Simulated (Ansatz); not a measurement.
Os:
```cif
data_Os8
_chemical_formula_sum 'Os8'
_space_group_name_H-M_alt 'Fd-3m :1'
_space_group_IT_number 227
_space_group_name_Hall 'F 4d 2 3 -1d'
_cell_length_a 5.51821
_cell_length_b 5.51821
_cell_length_c 5.51821
_cell_angle_alpha 90.000
_cell_angle_beta 90.000
_cell_angle_gamma 90.000
loop_
_atom_site_label
_atom_site_type_symbol
_atom_site_symmetry_multiplicity
_atom_site_Wyckoff_symbol
_atom_site_fract_x
_atom_site_fract_y
_atom_site_fract_z
_atom_site_occupancy
Os1 Os 8 b 0.50000 0.50000 0.50000 1
```
(The calculation used a cell of 2 atoms; values per cell refer to that cell.)

Relaxed with r²SCAN.

Question: Which orbitals make up the states near the Fermi level in plane-wave PAW r²SCAN (Ansatz code)?

Answer: Within 0.5 eV of the Fermi level: Os 5d 89 %, Os 6s 6 %. Projections are on Löwdin-orthogonalised atomic valence shells; empty p or d shells of many metals are not among them.

Question: Tabulate the density of states.

Answer: States/eV per cell of 2 atoms, in 0.25 eV bins, energy from the Fermi level.

| E (eV) | total | Os 5d | Os 6s | Os 5p |
|---|---|---|---|---|
| -7.85 | 0.04 | 0.00 | 0.04 | 0.00 |
| -7.60 | 0.11 | 0.00 | 0.11 | 0.00 |
| -7.35 | 0.16 | 0.00 | 0.15 | 0.00 |
| -7.10 | 0.20 | 0.00 | 0.19 | 0.00 |
| -6.85 | 0.24 | 0.01 | 0.22 | 0.00 |
| -6.60 | 0.28 | 0.01 | 0.26 | 0.00 |
| -6.35 | 0.33 | 0.03 | 0.30 | 0.00 |
| -6.10 | 0.39 | 0.04 | 0.34 | 0.00 |
| -5.85 | 0.49 | 0.08 | 0.39 | 0.01 |
| -5.60 | 0.74 | 0.24 | 0.48 | 0.01 |
| -5.35 | 4.79 | 4.03 | 0.72 | 0.02 |
| -5.10 | 4.06 | 3.58 | 0.46 | 0.02 |
| -4.85 | 3.44 | 3.14 | 0.28 | 0.01 |
| -4.60 | 2.82 | 2.34 | 0.46 | 0.01 |
| -4.35 | 4.28 | 3.60 | 0.64 | 0.02 |
| -4.10 | 6.27 | 5.71 | 0.50 | 0.03 |
| -3.85 | 4.52 | 4.30 | 0.16 | 0.03 |
| -3.60 | 3.28 | 3.13 | 0.10 | 0.02 |
| -3.35 | 2.18 | 1.98 | 0.16 | 0.02 |
| -3.10 | 3.14 | 2.71 | 0.36 | 0.03 |
| -2.85 | 2.74 | 2.48 | 0.19 | 0.03 |
| -2.60 | 1.95 | 1.73 | 0.16 | 0.02 |
| -2.35 | 2.26 | 1.99 | 0.20 | 0.03 |
| -2.10 | 1.75 | 1.57 | 0.11 | 0.02 |
| -1.85 | 1.63 | 1.43 | 0.10 | 0.02 |
| -1.60 | 2.13 | 1.66 | 0.30 | 0.02 |
| -1.35 | 1.91 | 1.48 | 0.27 | 0.02 |
| -1.10 | 1.20 | 1.00 | 0.10 | 0.01 |
| -0.85 | 1.27 | 1.16 | 0.03 | 0.01 |
| -0.60 | 1.94 | 1.80 | 0.04 | 0.02 |
| -0.35 | 1.97 | 1.80 | 0.06 | 0.02 |
| -0.10 | 1.70 | 1.53 | 0.07 | 0.01 |
| 0.15 | 1.26 | 1.14 | 0.04 | 0.01 |
| 0.40 | 2.17 | 1.79 | 0.24 | 0.01 |
| 0.65 | 1.33 | 0.95 | 0.25 | 0.01 |
| 0.90 | 0.73 | 0.46 | 0.15 | 0.01 |
| 1.15 | 1.11 | 0.84 | 0.14 | 0.01 |
| 1.40 | 1.47 | 1.17 | 0.14 | 0.01 |
| 1.65 | 1.76 | 1.45 | 0.14 | 0.01 |
| 1.90 | 2.13 | 1.81 | 0.16 | 0.01 |
| 2.15 | 1.92 | 1.61 | 0.17 | 0.01 |
| 2.40 | 2.08 | 1.79 | 0.17 | 0.01 |
| 2.65 | 2.22 | 1.98 | 0.16 | 0.01 |
| 2.90 | 3.80 | 3.52 | 0.20 | 0.01 |
| 3.15 | 3.02 | 2.40 | 0.49 | 0.01 |
| 3.40 | 1.11 | 0.67 | 0.33 | 0.00 |
| 3.65 | 0.71 | 0.37 | 0.25 | 0.00 |
| 3.90 | 0.69 | 0.29 | 0.23 | 0.00 |
| 4.15 | 0.82 | 0.28 | 0.24 | 0.00 |
| 4.40 | 0.84 | 0.23 | 0.23 | 0.00 |
| 4.65 | 0.86 | 0.20 | 0.21 | 0.00 |
| 4.90 | 0.84 | 0.17 | 0.19 | 0.00 |

The start of the workflow was typed in or built on a structure type; neither database checked (COD, Materials Project) lists it. It is not the phase usual at ambient conditions (space group No. 194). The cell was relaxed with r²SCAN under the symmetry of its start; whether a distortion lowers the energy is not shown. The run is not spin-polarised. Spin–orbit coupling is left out wherever it is not named.

Potentials: the earlier of the program's two PAW sets.
